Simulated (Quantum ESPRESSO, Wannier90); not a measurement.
Wannier functions of SrTiO3 (cubic perovskite)

```yaml
crystal:
  lattice:
    - [3.91270, 0.00000, 0.00000]
    - [0.00000, 3.91270, 0.00000]
    - [0.00000, 0.00000, 3.91270]
  atoms:
    - { symbol: Sr, position: [0.00000, 0.00000, 0.00000] }
    - { symbol: Ti, position: [0.50000, 0.50000, 0.50000] }
    - { symbol: O, position: [0.50000, 0.00000, 0.50000] }
    - { symbol: O, position: [0.00000, 0.50000, 0.50000] }
    - { symbol: O, position: [0.50000, 0.50000, 0.00000] }
```

Cell from Materials Project (mp-5229), symmetrised, no further relaxation. COD (Crystallography Open Database) records the formula in this space group. Ideal cubic forms of this type are often high-temperature phases that distort on cooling; symmetry holds the cell here, and its stability was not tested. Level: PBEsol, no spin polarisation, no spin-orbit coupling; pw.x of Quantum ESPRESSO at 68 Ry with PseudoDojo potentials, 8×8×8 k-points, Wannier90. Density: 8×8×8 mesh, cold smearing 0.01 Ry.

Base run: 14 functions from bands 12-38 of the 38 computed, start hydrogen-like Ti: d; O: p, centres 0.05 Å off the atoms, frozen window up to 3.34 eV relative to the valence-band maximum, outer window open. Its settings: num_cg_steps = 5, trial_step = 2 and dis_mix_ratio = 0.5 (the program's defaults), conv_tol = 1.0e-6 over 4 steps, num_iter = 1000, dis_conv_tol = 1.0e-6, dis_num_iter = 1000. One of them is changed at a time.

```json
[
 {"run": "base", "disentanglement steps": "146", "localisation steps": "34", "Ω_I (Å²)": "12.004", "Ω_total (Å²)": "12.187", "ended": "converged"},
 {"run": "trial_step = 0.5", "disentanglement steps": "146", "localisation steps": "34", "Ω_I (Å²)": "12.004", "Ω_total (Å²)": "12.187", "ended": "converged"},
 {"run": "conv_tol = 1.0e-10", "disentanglement steps": "146", "localisation steps": "68", "Ω_I (Å²)": "12.004", "Ω_total (Å²)": "12.187", "ended": "converged"},
 {"run": "dis_num_iter = 20", "disentanglement steps": "20", "localisation steps": "33", "Ω_I (Å²)": "12.059", "Ω_total (Å²)": "12.244", "ended": "step limit"}
]
```
